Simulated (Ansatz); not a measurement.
Born–Oppenheimer molecular dynamics of a 16-atom TaN cell at 11.50 Å³/atom, computed with Ansatz: Langevin thermostat at 1600 K, 79 steps of 2.0 fs, friction 0.015 1/fs. The run is short and the cell small, so it isn't an equilibrium average.

```yaml
crystal:
  lattice:
    - [5.915285, 0.140881, 0.044094]
    - [0.140881, 5.647804, -0.219828]
    - [0.044094, -0.219828, 5.519849]
  atoms:
    - { symbol: Ta, position: [0.4879412508, 0.1433193174, 0.1564684759] }
    - { symbol: Ta, position: [0.3307344283, 0.2745211715, 0.6703706829] }
    - { symbol: Ta, position: [0.660236312, 0.8788242696, 0.7239538146] }
    - { symbol: Ta, position: [0.4900538019, 0.6417598737, 0.253036904] }
    - { symbol: Ta, position: [0.9691601905, 0.372468706, 0.1659698937] }
    - { symbol: Ta, position: [0.9737908144, 0.8556718505, 0.1574841348] }
    - { symbol: Ta, position: [0.1240005099, 0.7098378063, 0.6868483106] }
    - { symbol: Ta, position: [0.8063512066, 0.315198755, 0.6097286654] }
    - { symbol: "N", position: [0.0380691641, 0.0775476064, 0.5107252887] }
    - { symbol: "N", position: [0.8025132077, 0.6090053371, 0.9458008941] }
    - { symbol: "N", position: [0.9027935668, 0.6631488864, 0.4250036297] }
    - { symbol: "N", position: [0.234053416, 0.9880518713, 0.9214454725] }
    - { symbol: "N", position: [0.2291960902, 0.6189835842, 0.0343380103] }
    - { symbol: "N", position: [0.7969040672, 0.143083119, 0.9483451278] }
    - { symbol: "N", position: [0.5399884097, 0.9759545299, 0.4476622408] }
    - { symbol: "N", position: [0.4799495288, 0.5831737056, 0.6029732555] }
  symmetry: { detect: false }
basis:
  ecutwfc: 420
  xc_grid: 1
kpoints:
  mp_grid: { grid: [1, 1, 1], shift: [0.25, 0.25, 0.25] }
hamiltonian:
  xc: pbe
scf:
  occupations: { method: fermi_dirac, width: 0.1379 }
  lower_state_search: "off"
  convergence: { dr2_threshold: 1.0e-05 }
output:
  forces: true
  stress: true
md:
  timestep: 2.0
  n_steps: 79
  ensemble: nvt_langevin
  friction: 0.015
  temperature: 1600.0
  initial_velocities: maxwell_boltzmann
  seed: 19789
```

```bash
ansatz run input.yaml --threads 2 --pin off --max-ram 5120MiB --backend cpu --events-out ev --progress --plain --runs-dir out
```

These are results of Ansatz, DFT PBE, scalar-relativistic, plane waves, PAW, not measurements.

6 frames, positions in Å (not wrapped into the cell) and forces in eV/Å:

```xyz
16
Lattice="5.915 0.141 0.044 0.141 5.648 -0.220 0.044 -0.220 5.520" Properties=species:S:1:pos:R:3:forces:R:3 pbc="T T T" time_fs=0.0 temperature_K=1500 free_energy_over_first_frame_eV=0.000
Ta    2.913    0.844    0.854    0.590    0.680   -1.830
Ta    2.025    1.450    3.655   -2.680   -1.750   -0.470
Ta    4.061    4.897    3.832    0.340   -3.230    5.130
Ta    3.000    3.638    1.277    0.940   -1.550   -1.440
Ta    5.793    2.204    0.877    1.680   -1.570   -2.020
Ta    5.888    4.935    0.724    1.630    3.460   -0.450
Ta    0.864    3.876    3.641    2.490    2.090   -0.370
Ta    4.841    1.760    3.332   -1.760    3.800    2.770
N     0.259    0.331    2.804    1.920   -0.920   -2.150
N     4.875    3.345    5.122   -0.890   -0.340   -0.640
N     5.452    3.779    2.240   -2.920   -2.460    1.310
N     1.564    5.411    4.879    2.550    3.300    0.200
N     1.444    3.521    0.064   -0.500   -3.090    0.970
N     4.776    0.712    5.238   -0.610   -0.950    1.600
N     3.351    5.490    2.280   -2.060    3.270   -4.040
N     2.948    3.229    3.221   -0.730   -0.740    1.440
16
Lattice="5.915 0.141 0.044 0.141 5.648 -0.220 0.044 -0.220 5.520" Properties=species:S:1:pos:R:3:forces:R:3 pbc="T T T" time_fs=32.0 temperature_K=1524 free_energy_over_first_frame_eV=-1.866
Ta    2.864    0.808    0.772    0.080    2.260    1.520
Ta    1.887    1.348    3.578   -1.220   -0.250   -0.660
Ta    4.027    4.901    4.004   -1.530   -3.430   -0.410
Ta    2.942    3.686    1.376    0.570   -0.880    0.600
Ta    5.836    2.121    0.740    1.520    2.230    3.020
Ta    5.977    4.911    0.659    0.870   -1.150    0.750
Ta    0.872    3.824    3.606    0.670    2.010   -2.340
Ta    4.805    1.827    3.326   -2.270   -0.650    1.390
N     0.478    0.297    2.444   -0.780    1.180    0.320
N     4.484    3.294    5.244    2.970   -0.200    1.070
N     5.104    3.629    2.346    2.120    0.820   -0.980
N     1.941    5.378    4.662   -1.300   -0.850   -0.210
N     1.540    3.112    0.013   -0.670    0.100   -0.090
N     4.877    0.636    5.358   -2.010   -2.480   -1.360
N     3.457    5.662    2.276    0.420    1.230   -0.610
N     2.890    3.118    3.392    0.560    0.050   -2.000
16
Lattice="5.915 0.141 0.044 0.141 5.648 -0.220 0.044 -0.220 5.520" Properties=species:S:1:pos:R:3:forces:R:3 pbc="T T T" time_fs=64.0 temperature_K=2084 free_energy_over_first_frame_eV=-2.307
Ta    2.716    0.838    0.773    0.520    1.520    0.290
Ta    1.767    1.251    3.587   -0.890   -0.410   -0.800
Ta    3.889    4.745    4.059   -1.480   -0.730   -1.730
Ta    2.849    3.788    1.335    0.820   -1.310   -0.690
Ta    5.841    2.090    0.684   -1.190   -0.660   -2.760
Ta    5.939    4.795    0.611    2.920    3.580   -0.890
Ta    0.886    3.740    3.445    1.410    1.680   -0.670
Ta    4.653    1.888    3.406    0.400   -2.380    1.530
N     0.205    0.837    2.089    1.990   -4.180    3.370
N     4.750    3.218    5.208   -2.540    0.870   -1.620
N     5.462    3.517    2.030   -1.540    0.720    3.370
N     1.684    5.300    4.661   -0.070   -0.650   -0.200
N     1.431    2.969   -0.073    2.040    0.850   -0.170
N     4.735    0.488    5.347   -0.950   -0.150   -0.560
N     3.620    5.865    2.250   -0.460   -1.520    1.170
N     2.947    2.861    3.174   -0.980    2.760    0.370
16
Lattice="5.915 0.141 0.044 0.141 5.648 -0.220 0.044 -0.220 5.520" Properties=species:S:1:pos:R:3:forces:R:3 pbc="T T T" time_fs=94.0 temperature_K=2036 free_energy_over_first_frame_eV=-2.748
Ta    2.598    0.900    0.834    0.340    0.660   -2.470
Ta    1.691    1.218    3.540   -0.840   -0.770    1.880
Ta    3.759    4.637    4.070    0.760    0.070   -2.230
Ta    2.786    3.781    1.216    2.260   -1.580    1.400
Ta    5.810    2.079    0.650   -2.580   -2.620    1.690
Ta    6.080    4.820    0.637   -0.890    0.470    1.770
Ta    0.918    3.727    3.305   -1.930    2.450    0.880
Ta    4.537    1.829    3.536   -0.020   -1.220   -1.440
N     0.261    0.371    2.408   -0.870    0.330   -2.140
N     4.616    3.207    5.257   -0.240    1.350   -0.830
N     5.249    3.406    2.208    0.470    0.640   -0.690
N     1.203    5.428    4.732    1.640    1.390   -1.110
N     1.512    2.969   -0.055   -0.060   -0.980   -1.540
N     4.332    0.603    5.209    1.640    1.120    2.400
N     3.485    5.668    2.140   -0.060    0.000    2.420
N     2.807    3.033    3.202    0.390   -1.330    0.030
16
Lattice="5.915 0.141 0.044 0.141 5.648 -0.220 0.044 -0.220 5.520" Properties=species:S:1:pos:R:3:forces:R:3 pbc="T T T" time_fs=126.0 temperature_K=1348 free_energy_over_first_frame_eV=-2.198
Ta    2.476    1.064    0.812    2.390   -2.300    0.020
Ta    1.551    1.188    3.576   -0.250   -0.330   -0.490
Ta    3.667    4.546    4.097    0.120    2.660   -1.630
Ta    2.790    3.825    1.232    2.010   -0.800    0.670
Ta    5.706    2.020    0.748   -0.530    2.510    1.740
Ta    6.208    4.843    0.733   -2.900   -1.800   -2.240
Ta    0.932    3.784    3.228   -2.080    0.360    3.030
Ta    4.424    1.642    3.624    0.210    0.610   -0.610
N     0.173    0.399    2.257   -0.230    0.680    1.300
N     4.576    3.349    5.251    1.900   -2.080    1.430
N     5.145    3.424    2.337   -0.090    0.470   -0.980
N     1.182    5.508    4.712    0.610   -1.140    0.060
N     1.435    2.636   -0.344   -0.130    1.710    3.330
N     4.413    0.600    5.572   -1.670   -1.340   -2.640
N     3.367    5.767    2.429   -0.440   -0.020   -1.850
N     2.766    2.843    3.228    1.080    0.800   -1.150
16
Lattice="5.915 0.141 0.044 0.141 5.648 -0.220 0.044 -0.220 5.520" Properties=species:S:1:pos:R:3:forces:R:3 pbc="T T T" time_fs=158.0 temperature_K=1551 free_energy_over_first_frame_eV=-3.801
Ta    2.512    1.117    0.806    0.750   -2.180   -0.670
Ta    1.523    1.182    3.643   -1.200    1.640   -0.340
Ta    3.703    4.493    3.975    1.650    0.230   -1.230
Ta    2.909    3.800    1.235    3.560    0.720    0.920
Ta    5.662    2.024    0.891   -1.590    0.560    0.310
Ta    6.250    4.797    0.770   -2.480   -0.590   -2.820
Ta    0.907    3.880    3.240   -2.690   -1.770    1.300
Ta    4.418    1.518    3.565    0.590    1.970    0.150
N    -0.001    0.377    2.423    1.150   -0.710    0.550
N     4.754    3.073    5.130   -1.230    2.550   -0.740
N     5.041    3.726    2.159    0.830   -0.270    0.080
N     1.811    5.063    4.613   -0.270    1.590    0.890
N     1.430    2.902    0.103    0.640   -1.290   -0.860
N     4.301    0.570    5.305    1.570   -1.270    0.890
N     3.173    5.734    2.213    0.060   -0.070    0.850
N     2.778    2.847    3.113   -1.330   -1.130    0.720
```

Over the second half the temperature averages 1570 K and the pressure (kinetic part included, positive in compression) 14.7 GPa. Mean square displacements at the end: N 0.14 Å², Ta 0.15 Å² (from the start of this run, the atoms' common shift taken off).

One k point is coarse for so small a cell, so forces and above all the pressure are rough.

It took 3.8 min on 2 threads of AMD EPYC (Zen 3), on a shared host, peak memory 0.4 GiB.